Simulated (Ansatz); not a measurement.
Ansatz input file:

```yaml
crystal:
  lattice:
    - [6.2014901195, 0.0, 0.0]
    - [0.0, 6.2014901195, 0.0]
    - [0.0, 0.0, 24.600715717]
  atoms:
    - { symbol: Ta, position: [0.5, 0.5, 0.3251937908] }
    - { symbol: Ta, position: [0.5, 0.0, 0.3251937908] }
    - { symbol: Ta, position: [0.0, 0.5, 0.3251937908] }
    - { symbol: Ta, position: [0.0, 0.0, 0.3251937908] }
    - { symbol: "N", position: [0.25, 0.25, 0.3251937908] }
    - { symbol: "N", position: [0.25, 0.75, 0.3251937908] }
    - { symbol: "N", position: [0.75, 0.25, 0.3251937908] }
    - { symbol: "N", position: [0.75, 0.75, 0.3251937908] }
    - { symbol: Ta, position: [0.75, 0.75, 0.4171475588] }
    - { symbol: Ta, position: [0.75, 0.25, 0.4171475588] }
    - { symbol: Ta, position: [0.25, 0.75, 0.4171475588] }
    - { symbol: Ta, position: [0.25, 0.25, 0.4171475588] }
    - { symbol: "N", position: [0.5, 0.5, 0.4128008134] }
    - { symbol: "N", position: [0.5, 0.0, 0.4128008134] }
    - { symbol: "N", position: [0.0, 0.5, 0.4128008134] }
    - { symbol: "N", position: [0.0, 0.0, 0.4128008134] }
    - { symbol: Ta, position: [0.0, 0.0, 0.5004739989] }
    - { symbol: Ta, position: [0.0, 0.5, 0.5004739989] }
    - { symbol: Ta, position: [0.5, 0.0, 0.5004739989] }
    - { symbol: Ta, position: [0.5, 0.5, 0.5004739989] }
    - { symbol: "N", position: [0.75, 0.75, 0.5132479957] }
    - { symbol: "N", position: [0.75, 0.25, 0.5132479957] }
    - { symbol: "N", position: [0.25, 0.75, 0.5132479957] }
    - { symbol: "N", position: [0.25, 0.25, 0.5132479957] }
    - { symbol: C, position: [0.75, 0.75, 0.6647517179] }
    - { symbol: "N", position: [0.75, 0.75, 0.617716501] }
    - { symbol: H, position: [0.75, 0.75, 0.7077789214] }
basis:
  ecutwfc: 420
kpoints:
  mp_grid: { grid: [3, 3, 1] }
hamiltonian:
  xc: pbe
  dispersion: d3bj
scf:
  occupations: { method: gaussian, width: 0.1 }
output:
  forces: true
  eigenvalues: true
relax:
  adjacent_minimum: "off"
  f_tol: 0.04
  max_steps: 100
  constraints: [{ sites: [0, 1, 2, 3, 4, 5, 6, 7] }]
efield:
  axis: 3
  dipole_correction: true
  ramp_width: 0.04
```

Run as
```bash
ansatz run input.yaml --threads 4 --pin off --max-ram 10240MiB --backend cpu --events-out ev --progress --plain --runs-dir out
```

Level of theory: DFT PBE+D3(BJ), scalar-relativistic, plane waves, PAW (Ansatz 0.2.0).

Part of what the program printed, abridged:

```
Pseudopotentials: kind: paw
Pseudopotential: Ta, paw, valence charge 13, recommended cutoff 420 eV (normal)
Pseudopotential: N, paw, valence charge 5, recommended cutoff 420 eV (normal)
Pseudopotential: C, paw, valence charge 4, recommended cutoff 420 eV (normal)
Pseudopotential: H, paw, valence charge 1, recommended cutoff 420 eV (normal)
Functional definition: PBE
Crystal: 27 atoms, lattice volume = 946.106 Å³
Basis set: ecut = 420 eV, 18551 PW (Γ), exchange–correlation on 90×90×360 points (8 copies of the dense FFT grid, shifted against one another)
Bands: 140, of which v1, the nominal top of the filled ones, is band 113 counted from 1 (112 counted from 0)
Symmetry: 8 space group operations
Space group: P4mm (ITA 99), of the structure as read, at distance tolerance 9.8e-5 Å
k-points: 3 of 9
Initial density: superposition of atomic densities (neutral atoms: chi_scale 0, normalization atom), corrected by the library's trained network
Initial wavefunctions: pseudopotential atomic-orbital guess
Functional: x = pbe(κ = 0.804, μ = 0.21951497), c = pbe(β = 0.06672455)
SCF iter   1: F=—  HF=-124465.665659 eV  |F-HF|=—  |Δ(HF+E_count)|=         —  Δρ=8.90e-3  dr2=9.09e0  ethr=1.77e-3  p=0.238 e·Å  D=4.56e-2 V/Å  ΔV_dip=-1.12 eV  dr2_dipole=1.75e0  V_vac-E_F(+/−)=2.49/3.62 eV  ⟨swp⟩=7.3  Hψ=2155  notcnv=0
efield: sawtooth ramp at fractional position 0.9965 (placed from the atoms, in the widest stretch of the axis that holds none; the zero of the levels goes with the place), width 0.0400; the density the first Hamiltonian is built on has a dipole p = 0.238 e·Å; the dipole correction subtracts the counter field D = 4.56e-2 V/Å, which shifts the + side's vacuum level by -1.12 eV against the − side's; the planar-averaged density in the ramp window peaks in size at 4.4e-5 e/Å³
SCF iter   2: F=—  HF=-124465.358330 eV  |F-HF|=—  |Δ(HF+E_count)|=   3.07e-1  Δρ=6.93e-3  dr2=6.31e-1  ethr=1.77e-3  p=0.527 e·Å  D=1.01e-1 V/Å  ΔV_dip=-2.48 eV  dr2_dipole=1.46e-2  V_vac-E_F(+/−)=1.28/3.76 eV  ⟨swp⟩=3.0  Hψ=714  notcnv=0  defer=38
SCF iter   3: F=—  HF=-124465.387342 eV  |F-HF|=—  |Δ(HF+E_count)|=   2.90e-2  Δρ=7.30e-3  dr2=6.40e-1  ethr=2.79e-4  p=0.559 e·Å  D=1.07e-1 V/Å  ΔV_dip=-2.63 eV  dr2_dipole=2.83e-2  V_vac-E_F(+/−)=1.13/3.76 eV  ⟨swp⟩=3.3  Hψ=872  notcnv=0  defer=38
SCF iter   4: F=—  HF=-124465.271370 eV  |F-HF|=—  |Δ(HF+E_count)|=   1.16e-1  Δρ=9.65e-4  dr2=2.47e-2  ethr=2.79e-4  p=0.552 e·Å  D=1.06e-1 V/Å  ΔV_dip=-2.60 eV  dr2_dipole=1.90e-3  V_vac-E_F(+/−)=1.18/3.78 eV  ⟨swp⟩=3.3  Hψ=721  notcnv=0  defer=40
SCF iter   5: F=—  HF=-124465.269955 eV  |F-HF|=—  |Δ(HF+E_count)|=   1.42e-3  Δρ=2.99e-4  dr2=1.54e-3  ethr=1.09e-5  p=0.564 e·Å  D=1.08e-1 V/Å  ΔV_dip=-2.65 eV  dr2_dipole=4.89e-5  V_vac-E_F(+/−)=1.16/3.81 eV  ⟨swp⟩=2.3  Hψ=613  notcnv=0  defer=40
SCF iter   6: F=—  HF=-124465.270158 eV  |F-HF|=—  |Δ(HF+E_count)|=   2.03e-4  Δρ=9.24e-5  dr2=2.60e-4  ethr=6.80e-7  p=0.567 e·Å  D=1.08e-1 V/Å  ΔV_dip=-2.67 eV  dr2_dipole=1.33e-5  V_vac-E_F(+/−)=1.16/3.83 eV  ⟨swp⟩=2.7  Hψ=608  notcnv=0  defer=42
SCF iter   7: F=—  HF=-124465.270165 eV  |F-HF|=—  |Δ(HF+E_count)|=   6.44e-6  Δρ=3.77e-5  dr2=6.76e-5  ethr=1.15e-7  p=0.568 e·Å  D=1.09e-1 V/Å  ΔV_dip=-2.67 eV  dr2_dipole=1.65e-5  V_vac-E_F(+/−)=1.17/3.84 eV  ⟨swp⟩=2.7  Hψ=564  notcnv=0  defer=42
SCF iter   8: F=-124465.270160 eV  HF=-124465.270168 eV  |F-HF|=7.72e-6  |Δ(HF+E_count)|=   3.52e-6  Δρ=1.50e-5  dr2=9.45e-6  ethr=1.77e-8  p=0.569 e·Å  D=1.09e-1 V/Å  ΔV_dip=-2.68 eV  dr2_dipole=1.83e-6  V_vac-E_F(+/−)=1.17/3.85 eV  ⟨swp⟩=20.0  Hψ=2565  notcnv=0
SCF 1 converged in 8 iterations: F = -124465.270160 eV  dr2 = 9.45e-6
relax step   1: F+E_penalty+E_count = -124465.27016034 eV  Δ(F+E_penalty+E_count) = +0.000e0 eV  max|allowed force component| = 1.111e0 eV/Å  Δτ_max = 0.0000 Å  (8 SCF iters, dr2 threshold 4.00e-5 eV, accepted)
Initial density: handed on by an earlier stage of this run
Initial wavefunctions: those handed on with the density
SCF iter   1: F=—  HF=-124465.633968 eV  |F-HF|=—  |Δ(HF+E_count)|=         —  Δρ=1.51e-2  dr2=1.09e0  ethr=4.79e-4  p=0.569 e·Å  D=1.09e-1 V/Å  ΔV_dip=-2.68 eV  dr2_dipole=2.48e-5  V_vac-E_F(+/−)=1.17/3.84 eV  ⟨swp⟩=2.0  Hψ=1621  notcnv=0  defer=24
efield: sawtooth ramp at fractional position 0.9965 (handed on by an earlier solve), width 0.0400; the density the first Hamiltonian is built on has a dipole p = 0.569 e·Å; the dipole correction subtracts the counter field D = 1.09e-1 V/Å, which shifts the + side's vacuum level by -2.68 eV against the − side's; the planar-averaged density in the ramp window peaks in size at 2.8e-6 e/Å³
SCF iter   2: F=—  HF=-124465.827654 eV  |F-HF|=—  |Δ(HF+E_count)|=   1.94e-1  Δρ=1.37e-2  dr2=2.00e0  ethr=4.79e-4  p=0.532 e·Å  D=1.02e-1 V/Å  ΔV_dip=-2.51 eV  dr2_dipole=2.55e-2  V_vac-E_F(+/−)=1.33/3.84 eV  ⟨swp⟩=4.7  Hψ=869  notcnv=0  defer=25
SCF iter   3: F=—  HF=-124465.445419 eV  |F-HF|=—  |Δ(HF+E_count)|=   3.82e-1  Δρ=2.69e-3  dr2=6.88e-2  ethr=4.79e-4  p=0.584 e·Å  D=1.12e-1 V/Å  ΔV_dip=-2.75 eV  dr2_dipole=2.03e-4  V_vac-E_F(+/−)=1.09/3.84 eV  ⟨swp⟩=3.0  Hψ=843  notcnv=0  defer=30
SCF iter   4: F=—  HF=-124465.434964 eV  |F-HF|=—  |Δ(HF+E_count)|=   1.05e-2  Δρ=2.90e-4  dr2=2.35e-3  ethr=3.04e-5  p=0.585 e·Å  D=1.12e-1 V/Å  ΔV_dip=-2.75 eV  dr2_dipole=5.02e-4  V_vac-E_F(+/−)=1.08/3.83 eV  ⟨swp⟩=2.0  Hψ=618  notcnv=0  defer=32
SCF iter   5: F=—  HF=-124465.434932 eV  |F-HF|=—  |Δ(HF+E_count)|=   3.21e-5  Δρ=9.89e-5  dr2=5.34e-4  ethr=1.04e-6  p=0.589 e·Å  D=1.13e-1 V/Å  ΔV_dip=-2.77 eV  dr2_dipole=1.04e-4  V_vac-E_F(+/−)=1.06/3.83 eV  ⟨swp⟩=2.0  Hψ=558  notcnv=0  defer=32
SCF iter   6: F=-124465.434867 eV  HF=-124465.434929 eV  |F-HF|=6.16e-5  |Δ(HF+E_count)|=   3.05e-6  Δρ=3.11e-5  dr2=5.90e-5  ethr=3.41e-8  p=0.590 e·Å  D=1.13e-1 V/Å  ΔV_dip=-2.77 eV  dr2_dipole=1.03e-5  V_vac-E_F(+/−)=1.06/3.83 eV  ⟨swp⟩=18.0  Hψ=2563  notcnv=0
SCF 2 converged in 6 iterations: F = -124465.434867 eV  dr2 = 5.90e-5
relax step   2: F+E_penalty+E_count = -124465.43486748 eV  Δ(F+E_penalty+E_count) = -1.647e-1 eV  max|allowed force component| = 3.152e-1 eV/Å  Δτ_max = 0.1979 Å  (6 SCF iters, dr2 threshold 7.71e-5 eV, accepted)
SCF iter   1: F=—  HF=-124465.619376 eV  |F-HF|=—  |Δ(HF+E_count)|=         —  Δρ=9.60e-3  dr2=5.71e-1  ethr=2.45e-3  p=0.590 e·Å  D=1.13e-1 V/Å  ΔV_dip=-2.77 eV  dr2_dipole=5.36e-2  V_vac-E_F(+/−)=1.07/3.84 eV  ⟨swp⟩=4.3  Hψ=1090  notcnv=0  defer=7
efield: sawtooth ramp at fractional position 0.9965 (handed on by an earlier solve), width 0.0400; the density the first Hamiltonian is built on has a dipole p = 0.590 e·Å; the dipole correction subtracts the counter field D = 1.13e-1 V/Å, which shifts the + side's vacuum level by -2.77 eV against the − side's; the planar-averaged density in the ramp window peaks in size at 2.3e-6 e/Å³
   ...
SCF iter   1: F=—  HF=-124465.832276 eV  |F-HF|=—  |Δ(HF+E_count)|=         —  Δρ=5.72e-3  dr2=1.45e-1  ethr=8.25e-4  p=0.570 e·Å  D=1.09e-1 V/Å  ΔV_dip=-2.68 eV  dr2_dipole=2.92e-3  V_vac-E_F(+/−)=0.96/3.64 eV  ⟨swp⟩=4.0  Hψ=944  notcnv=0  defer=34
efield: sawtooth ramp at fractional position 0.9965 (handed on by an earlier solve), width 0.0400; the density the first Hamiltonian is built on has a dipole p = 0.570 e·Å; the dipole correction subtracts the counter field D = 1.09e-1 V/Å, which shifts the + side's vacuum level by -2.68 eV against the − side's; the planar-averaged density in the ramp window peaks in size at 2.9e-6 e/Å³
SCF iter   2: F=—  HF=-124465.906135 eV  |F-HF|=—  |Δ(HF+E_count)|=   7.39e-2  Δρ=6.63e-3  dr2=5.36e-1  ethr=6.43e-5  p=0.611 e·Å  D=1.17e-1 V/Å  ΔV_dip=-2.88 eV  dr2_dipole=7.69e-3  V_vac-E_F(+/−)=0.75/3.63 eV  ⟨swp⟩=3.0  Hψ=919  notcnv=0  defer=32
SCF iter   3: F=—  HF=-124465.818822 eV  |F-HF|=—  |Δ(HF+E_count)|=   8.73e-2  Δρ=2.29e-3  dr2=6.56e-2  ethr=6.43e-5  p=0.554 e·Å  D=1.06e-1 V/Å  ΔV_dip=-2.61 eV  dr2_dipole=8.87e-4  V_vac-E_F(+/−)=1.02/3.63 eV  ⟨swp⟩=3.3  Hψ=820  notcnv=0  defer=32
SCF iter   4: F=—  HF=-124465.806950 eV  |F-HF|=—  |Δ(HF+E_count)|=   1.19e-2  Δρ=4.22e-4  dr2=2.41e-3  ethr=2.90e-5  p=0.565 e·Å  D=1.08e-1 V/Å  ΔV_dip=-2.66 eV  dr2_dipole=5.84e-5  V_vac-E_F(+/−)=0.97/3.63 eV  ⟨swp⟩=2.0  Hψ=612  notcnv=0  defer=29
SCF iter   5: F=—  HF=-124465.806123 eV  |F-HF|=—  |Δ(HF+E_count)|=   8.27e-4  Δρ=5.80e-5  dr2=5.38e-5  ethr=1.07e-6  p=0.569 e·Å  D=1.09e-1 V/Å  ΔV_dip=-2.68 eV  dr2_dipole=4.48e-7  V_vac-E_F(+/−)=0.95/3.63 eV  ⟨swp⟩=3.0  Hψ=570  notcnv=0  defer=29
SCF iter   6: F=-124465.806121 eV  HF=-124465.806123 eV  |F-HF|=2.14e-6  |Δ(HF+E_count)|=   1.82e-8  Δρ=1.22e-5  dr2=4.13e-6  ethr=2.11e-9  p=0.570 e·Å  D=1.09e-1 V/Å  ΔV_dip=-2.68 eV  dr2_dipole=1.27e-7  V_vac-E_F(+/−)=0.95/3.63 eV  ⟨swp⟩=16.3  Hψ=2699  notcnv=0
SCF iter   7: F=-124465.806122 eV  HF=-124465.806123 eV  |F-HF|=6.34e-7  |Δ(HF+E_count)|=   1.50e-7  Δρ=5.27e-6  dr2=9.40e-7  ethr=1.83e-9  p=0.570 e·Å  D=1.09e-1 V/Å  ΔV_dip=-2.68 eV  dr2_dipole=9.96e-8  V_vac-E_F(+/−)=0.94/3.63 eV  ⟨swp⟩=7.0  Hψ=1780  notcnv=0
SCF 9 converged in 7 iterations: F = -124465.806122 eV  dr2 = 9.40e-7
relax step   9: F+E_penalty+E_count = -124465.80612235 eV  Δ(F+E_penalty+E_count) = -5.840e-3 eV  max|allowed force component| = 7.021e-2 eV/Å  Δτ_max = 0.0726 Å  (7 SCF iters, dr2 threshold 4.76e-6 eV, accepted)
SCF iter   1: F=—  HF=-124465.831011 eV  |F-HF|=—  |Δ(HF+E_count)|=         —  Δρ=5.40e-3  dr2=1.25e-1  ethr=5.27e-4  p=0.570 e·Å  D=1.09e-1 V/Å  ΔV_dip=-2.68 eV  dr2_dipole=3.20e-3  V_vac-E_F(+/−)=0.94/3.62 eV  ⟨swp⟩=4.0  Hψ=1036  notcnv=0  defer=26
efield: sawtooth ramp at fractional position 0.9965 (handed on by an earlier solve), width 0.0400; the density the first Hamiltonian is built on has a dipole p = 0.570 e·Å; the dipole correction subtracts the counter field D = 1.09e-1 V/Å, which shifts the + side's vacuum level by -2.68 eV against the − side's; the planar-averaged density in the ramp window peaks in size at 3.2e-6 e/Å³
SCF iter   2: F=—  HF=-124465.891741 eV  |F-HF|=—  |Δ(HF+E_count)|=   6.07e-2  Δρ=6.05e-3  dr2=4.47e-1  ethr=5.53e-5  p=0.601 e·Å  D=1.15e-1 V/Å  ΔV_dip=-2.83 eV  dr2_dipole=3.32e-3  V_vac-E_F(+/−)=0.80/3.63 eV  ⟨swp⟩=3.0  Hψ=878  notcnv=0  defer=29  recentre
SCF iter   3: F=—  HF=-124465.815649 eV  |F-HF|=—  |Δ(HF+E_count)|=   7.61e-2  Δρ=2.36e-3  dr2=3.53e-2  ethr=5.53e-5  p=0.564 e·Å  D=1.08e-1 V/Å  ΔV_dip=-2.66 eV  dr2_dipole=1.22e-3  V_vac-E_F(+/−)=0.97/3.63 eV  ⟨swp⟩=3.3  Hψ=727  notcnv=0  defer=29
SCF iter   4: F=—  HF=-124465.809429 eV  |F-HF|=—  |Δ(HF+E_count)|=   6.22e-3  Δρ=9.27e-5  dr2=1.66e-4  ethr=1.56e-5  p=0.566 e·Å  D=1.08e-1 V/Å  ΔV_dip=-2.66 eV  dr2_dipole=8.00e-5  V_vac-E_F(+/−)=0.97/3.63 eV  ⟨swp⟩=2.3  Hψ=706  notcnv=0  defer=27
SCF iter   5: F=—  HF=-124465.809437 eV  |F-HF|=—  |Δ(HF+E_count)|=   8.06e-6  Δρ=3.15e-5  dr2=2.46e-5  ethr=7.34e-8  p=0.568 e·Å  D=1.09e-1 V/Å  ΔV_dip=-2.67 eV  dr2_dipole=7.83e-6  V_vac-E_F(+/−)=0.96/3.63 eV  ⟨swp⟩=3.0  Hψ=645  notcnv=0  defer=27
SCF iter   6: F=—  HF=-124465.809059 eV  |F-HF|=—  |Δ(HF+E_count)|=   3.78e-4  Δρ=1.08e-5  dr2=2.50e-6  ethr=1.09e-8  p=0.569 e·Å  D=1.09e-1 V/Å  ΔV_dip=-2.68 eV  dr2_dipole=6.89e-7  V_vac-E_F(+/−)=0.96/3.63 eV  ⟨swp⟩=2.3  Hψ=567  notcnv=0  defer=27
SCF iter   7: F=—  HF=-124465.809059 eV  |F-HF|=—  |Δ(HF+E_count)|=   8.39e-8  Δρ=5.29e-6  dr2=4.65e-7  ethr=1.11e-9  p=0.569 e·Å  D=1.09e-1 V/Å  ΔV_dip=-2.68 eV  dr2_dipole=1.83e-7  V_vac-E_F(+/−)=0.96/3.63 eV  ⟨swp⟩=3.0  Hψ=640  notcnv=0  defer=27
SCF iter   8: F=-124465.809059 eV  HF=-124465.809059 eV  |F-HF|=8.73e-10  |Δ(HF+E_count)|=   5.85e-9  Δρ=1.68e-6  dr2=5.18e-8  ethr=4.42e-11  p=0.569 e·Å  D=1.09e-1 V/Å  ΔV_dip=-2.68 eV  dr2_dipole=7.83e-9  V_vac-E_F(+/−)=0.96/3.63 eV  ⟨swp⟩=17.0  Hψ=2370  notcnv=0
SCF 10 converged in 8 iterations: F = -124465.809059 eV  dr2 = 5.18e-8
relax step  10: F+E_penalty+E_count = -124465.80905921 eV  Δ(F+E_penalty+E_count) = -2.937e-3 eV  max|allowed force component| = 3.475e-2 eV/Å  Δτ_max = 0.0690 Å  (8 SCF iters, accepted)
SCF converged after 8 iterations
Free energy (F): -124465.809059 eV
Harris-Foulkes:  -124465.809059 eV  (|F-HF|=8.73e-10)
Internal energy: -124465.733344 eV  (E = F + TS)
E sigma→0 (E₀):  -124465.771201 eV
Entropy (-TS):   -0.075716 eV (-2.804 meV/atom)
Fermi energy:    4.330571 eV
Dipole field:    D = 0.108902 V/Å  (p = 0.569397 e·Å, saw-weighted, corrected)
Work function:   Φ+ = 0.9553 eV   Φ− = 3.6344 eV
Levels:          The Fermi level and band energies are counted from a zero that moves with the ramp; work functions are not
--- Per-component energies (eV) ---
  E_band       = -4234.515985
  E_kinetic    = 6184.959337
  E_local      = -252174.402497  (includes V_loc(G=0)·N_el)
  E_nonlocal   = 794.263013
  E_hartree    = 123011.428407
  E_xc         = -3454.228382
  E_vxc        = -3505.397064  (∫ρ·V_xc dr)
  E_paw        = -102513.113646  (= ΣΔE_a)
  E_vpaw       = -1611.900987  (= ΣTr[D̂ρ^β])
  E_aug_tail   = 0.001640  (compensation charges beyond the density's cutoff)
  E_efield     = 0.031004  (sawtooth field / dipole correction)
  E_vefield    = 55.079354  (∫n·V_field dr)
  E_ewald      = 103692.841526
  E_disp       = -7.513747  (pairwise vdW)
  E_smearing   = -0.075716  (= −TS)
--- Forces (eV/Å), atoms counted from 1 ---
  atom   1  Ta    -0.00383789    -0.00383789     1.51008215
  atom   2  Ta    -0.00383789     0.00383789     1.51008215
  atom   3  Ta     0.00383789    -0.00383789     1.51008215
  atom   4  Ta     0.00383789     0.00383789     1.51008215
  atom   5  N      0.00000000     0.00000000    -0.94476464
  atom   6  N      0.00000000     0.00000000    -1.25414651
  atom   7  N      0.00000000     0.00000000    -1.25414651
  atom   8  N      0.00000000     0.00000000    -2.48286980
  atom   9  Ta     0.00000000     0.00000000    -0.00390802
  atom  10  Ta     0.00000000     0.00000000     0.00056918
  atom  11  Ta     0.00000000     0.00000000     0.00056918
  atom  12  Ta     0.00000000     0.00000000    -0.03449665
  atom  13  N      0.01705395     0.01705395    -0.00709180
  atom  14  N      0.01705395    -0.01705395    -0.00709180
  atom  15  N     -0.01705395     0.01705395    -0.00709180
  atom  16  N     -0.01705395    -0.01705395    -0.00709180
  atom  17  Ta    -0.02467160    -0.02467160    -0.01296713
  atom  18  Ta    -0.02467160     0.02467160    -0.01296713
  atom  19  Ta     0.02467160    -0.02467160    -0.01296713
  atom  20  Ta     0.02467160     0.02467160    -0.01296713
  atom  21  N      0.00000000     0.00000000    -0.02179160
  atom  22  N      0.00000000     0.00000000     0.00119309
  atom  23  N      0.00000000     0.00000000     0.00119309
  atom  24  N      0.00000000     0.00000000     0.03475090
  atom  25  C      0.00000000     0.00000000     0.02266684
  atom  26  N      0.00000000     0.00000000    -0.00740751
  atom  27  H      0.00000000     0.00000000    -0.01749760
--- Band table (eV) ---
  k-point 0: bands = ["-65.1611", "-65.1413", "-65.1413", "-65.1226", "-64.8701", "-64.7712", "-64.7339", "-64.7331", "-64.7331", "-64.7242", "-64.7052", "-64.4377", "-32.0005", "-31.9921", "-31.9921", "-31.9835", "-31.8833", "-31.8833", "-31.8735", "-31.7297", "-31.6727", "-31.6643", "-31.6643", "-31.6634", "-31.6428", "-31.6428", "-31.5662", "-31.5031", "-31.5031", "-31.4409", "-31.4262", "-31.4262", "-31.4100", "-31.4068", "-31.3756", "-31.2770", "-31.2770", "-31.2438", "-31.2438", "-31.2010", "-31.1480", "-31.0908", "-31.0908", "-30.9716", "-30.9089", "-30.9089", "-30.9066", "-30.7657", "-16.4157", "-13.8610", "-13.0902", "-12.6040", "-12.1007", "-12.0097", "-12.0097", "-11.9441", "-11.2 ...
  k-point 1: bands = ["-65.1562", "-65.1462", "-65.1366", "-65.1273", "-64.8694", "-64.7673", "-64.7443", "-64.7305", "-64.7285", "-64.7228", "-64.7077", "-64.4379", "-31.9614", "-31.9510", "-31.9320", "-31.9017", "-31.8859", "-31.8488", "-31.8428", "-31.7377", "-31.6976", "-31.6673", "-31.6536", "-31.6332", "-31.6186", "-31.6055", "-31.5849", "-31.5325", "-31.5302", "-31.4832", "-31.4529", "-31.4410", "-31.4334", "-31.3887", "-31.3711", "-31.3118", "-31.2915", "-31.2589", "-31.2430", "-31.2427", "-31.1605", "-31.0948", "-31.0814", "-31.0183", "-30.9728", "-30.9310", "-30.9018", "-30.7583", "-16.4156", "-13.4669", "-12.8425", "-12.5622", "-12.3033", "-12.2490", "-11.8495", "-11.6153", "-11.4 ...
  k-point 2: bands = ["-65.1513", "-65.1415", "-65.1415", "-65.1320", "-64.8687", "-64.7623", "-64.7445", "-64.7406", "-64.7223", "-64.7218", "-64.7100", "-64.4381", "-31.8955", "-31.8908", "-31.8807", "-31.8644", "-31.8370", "-31.8200", "-31.7902", "-31.7705", "-31.6821", "-31.6472", "-31.6471", "-31.6185", "-31.6032", "-31.5981", "-31.5795", "-31.5654", "-31.5606", "-31.5366", "-31.5040", "-31.4734", "-31.4113", "-31.3962", "-31.3697", "-31.3693", "-31.2839", "-31.2829", "-31.2658", "-31.2446", "-31.2267", "-31.0769", "-31.0748", "-31.0355", "-30.9874", "-30.9629", "-30.9592", "-30.7510", "-16.4155", "-13.1836", "-12.7458", "-12.6031", "-12.6003", "-12.0123", "-11.7434", "-11.5121", "-11.5 ...
--- Relaxed structure (10 steps of the walk, 9 accepted, 0 SCFs on fresh bases) ---
  F+E_penalty+E_count = -124465.80905921 eV   max|allowed force component| = 3.475e-2 eV/Å
  atoms:
    - { symbol: Ta, position: [0.5, 0.5, 0.3251937908] }
    - { symbol: Ta, position: [0.5, 0.0, 0.3251937908] }
    - { symbol: Ta, position: [0.0, 0.5, 0.3251937908] }
    - { symbol: Ta, position: [0.0, 0.0, 0.3251937908] }
    - { symbol: N, position: [0.25, 0.25, 0.3251937908] }
    - { symbol: N, position: [0.25, 0.75, 0.3251937908] }
    - { symbol: N, position: [0.75, 0.25, 0.3251937908] }
    - { symbol: N, position: [0.75, 0.75, 0.3251937908] }
    - { symbol: Ta, position: [0.75, 0.75, 0.41309049] }
    - { symbol: Ta, position: [0.75, 0.25, 0.41538081] }
    - { symbol: Ta, position: [0.25, 0.75, 0.41538081] }
    - { symbol: Ta, position: [0.25, 0.25, 0.41791285] }
    - { symbol: N, position: [0.50184192, 0.50184192, 0.41324887] }
    - { symbol: N, position: [0.50184192, -0.00184192, 0.41324887] }
    - { symbol: N, position: [-0.00184192, 0.50184192, 0.41324887] }
    - { symbol: N, position: [-0.00184192, -0.00184192, 0.41324887] }
    - { symbol: Ta, position: [0.01844988, 0.01844988, 0.50037156] }
    - { symbol: Ta, position: [0.01844988, 0.48155011, 0.50037156] }
    - { symbol: Ta, position: [0.48155011, 0.01844988, 0.50037156] }
    - { symbol: Ta, position: [0.48155011, 0.48155011, 0.50037156] }
    - { symbol: N, position: [0.75, 0.75, 0.50045008] }
    - { symbol: N, position: [0.75, 0.25, 0.51049845] }
    - { symbol: N, position: [0.25, 0.75, 0.51049845] }
    - { symbol: N, position: [0.25, 0.25, 0.53075826] }
    - { symbol: C, position: [0.75, 0.75, 0.68194580] }
    - { symbol: N, position: [0.75, 0.75, 0.63486848] }
    - { symbol: H, position: [0.75, 0.75, 0.72562387] }
```

The relaxation met its thresholds.

Time: 81 s on 4 threads of Intel(R) Xeon(R) 6975P-C (Granite Rapids), on a shared host, peak memory 2 GiB.

Spin–orbit coupling is left out, which can shift energies with elements as heavy as these.